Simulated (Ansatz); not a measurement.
Input deck for Ansatz 0.2.0, then the block of the output on the nuclei.

The cell is an entry of the Crystallography Open Database (COD), its atoms then relaxed with PBE in this cell.

```yaml
crystal:
  lattice:
    - [-3.0335, 3.0335, 2.4385]
    - [3.0335, -3.0335, 2.4385]
    - [3.0335, 3.0335, -2.4385]
  atoms:
    - { symbol: Al, position: [0.6581, 0.1581, 0.8162] }
    - { symbol: Al, position: [0.1581, 0.3419, 0.5] }
    - { symbol: Al, position: [0.3419, 0.8419, 0.1838] }
    - { symbol: Al, position: [0.8419, 0.6581, 0.5] }
    - { symbol: Cu, position: [0.25, 0.25, 0.0] }
    - { symbol: Cu, position: [0.75, 0.75, 0.0] }
kpoints:
  mp_grid: { grid: [12, 12, 12] }
scf:
  occupations: { method: fermi_dirac, width: 0.05 }
hamiltonian:
  xc: pbesol
  pseudopotentials: { kind: paw }
output:
  forces: true
  stress: true
  populations: true
  efg:
    quadrupole_moments_barn: { Al: 0.1466, Cu: -0.22 }
    contact_densities: true
  write_density: true
  write_potential: true
  elf: true
  volumetric_format: npy
```

```sh
ansatz run input.yaml --threads 1 --pin off --max-ram 3072MiB --backend cpu --events-out ev --progress --plain --runs-dir out
```

Of the output, the block on the nuclei alone is shown; the set-up, the SCF iterations, energies, forces and stress are cut. One atom of each set with nearly equal values is shown.

```
--- PAW observables at the nuclei: V_zz in 10²¹ V/m², potentials from the cell's mean, atoms counted from 1 ---
  atom   1  Al V_zz =    -0.774419   η = 0.5676   by run symmetry: allowed   C_q = -2.7451 MHz
            electrostatic potential = -1231.226393 V   contact ρ = 10044.777740 e/Å³
  atom   5  Cu V_zz =    -2.782895   η = 0.0000   by run symmetry: allowed   C_q = +14.8038 MHz
            electrostatic potential = -3755.500294 V   contact ρ = 147263.717305 e/Å³
```

The run took 20 s of wall time (20 s of CPU time) and 0.66 GiB at its peak, on 1 thread of Intel Xeon Platinum 8488C (Sapphire Rapids) (x86_64; 16 cores open to the job, memory cap 3.0 GiB, no GPU), a shared host with a load of 0.3 a core.

With no gap above 0.1 eV, as in a metal, the gradients converge slowly in k; expect changes of a tenth or more on a denser mesh.
